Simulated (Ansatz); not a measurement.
GaAs:
```xyz
2
Lattice="0.0000 2.8296 2.8296 2.8296 0.0000 2.8296 2.8296 2.8296 0.0000" Properties=species:S:1:pos:R:3 pbc="T T T"
Ga     0.0000     0.0000     0.0000
As     4.2444     4.2444     4.2444
```

Relaxed with PBEsol. Special points in fractions of this cell's reciprocal vectors: Γ (0.000, 0.000, 0.000); X (0.500, 0.000, 0.500); U (0.625, 0.250, 0.625); K (0.375, 0.375, 0.750); L (0.500, 0.500, 0.500); W (0.500, 0.250, 0.750).

**Question.** List the band energies nearest the valence-band maximum at these points for PBEsol in the plane-wave PAW code Ansatz.

**Answer.** In eV from the valence-band maximum; about four levels below and three above (degenerate sets whole), none deeper than 8.9 eV; points with the same levels are listed once.

| k | below | above |
|---|---|---|
| Γ | 0.00 0.00 0.00 | 0.42 3.70 3.70 3.70 |
| X | -6.82 -2.68 -2.68 | 1.36 1.58 10.11 10.11 |
| U | -6.63 -3.88 -2.26 | 1.88 4.57 7.87 |
| L | -6.65 -1.14 -1.14 | 0.92 4.59 4.59 |
| W | -6.63 -3.55 -3.36 | 4.58 4.63 5.34 |

Space group F-43m (zinc blende). The cell was relaxed with PBEsol under the symmetry of its start. Scalar-relativistic: spin–orbit coupling is off unless named, which matters more the heavier the elements.

Potentials: the earlier of the program's two PAW sets. The files were generated under PBE; for other functionals the program regenerates the frozen cores, and for LDA and PBEsol the local potential too.
